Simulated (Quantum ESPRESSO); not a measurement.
```yaml
crystal:
  lattice:
    - [4.99702, -0.01992, 0.00000]
    - [-0.01992, 4.99702, 0.00000]
    - [0.00000, 0.00000, 3.34212]
  atoms:
    - { symbol: Cd, position: [0.50000, 0.50000, 0.50000] }
    - { symbol: Zn, position: [0.00000, 0.00000, 0.00000] }
    - { symbol: F, position: [0.71266, 0.71266, 0.00000] }
    - { symbol: F, position: [0.28734, 0.28734, 0.00000] }
    - { symbol: F, position: [0.81766, 0.18234, 0.50000] }
    - { symbol: F, position: [0.18234, 0.81766, 0.50000] }
```
The cell was made here from a computed Materials Project entry: one of 2 Zn replaced by Cd, cell and atoms relaxed (PBE without dispersion, pw.x of a modified build of Quantum ESPRESSO, symmetry kept). The parent is ZnF2 in P4₂/mnm; whether this form has been observed was not checked. The swapped cell is a model, not a known phase. Stability against distortions was not tested.

A lattice sum over point charges, one formal value an element (Zn +2, F -1, Cd +2), with no Sternheimer factor, costs far less than a self-consistent run. Taken along the main axis of each site's self-consistent tensor, it gives:

```csv
site,"V along that axis, point charges (a.u.)"
Zn (atom 2),0.019
"F2 (atoms 5, 6)",-0.070
```

### Question
How do the values of the PAW reconstruction of the field gradient on a scalar-relativistic PBE ground state (Quantum ESPRESSO, JTH datasets) compare?

### Answer
```csv
site,"Vzz, PAW (a.u.)",PAW over point charges
Zn,0.379,20
F2,-0.912,13
```
  Cores are frozen. Against all-electron runs on small test molecules, this scheme's |Vzz| missed by +4 % on Zn, −6 to +4 % (−29 % in KF) on F. Cd had no test against all-electron runs. Where η passes 0.9 the sign of Vzz means little.
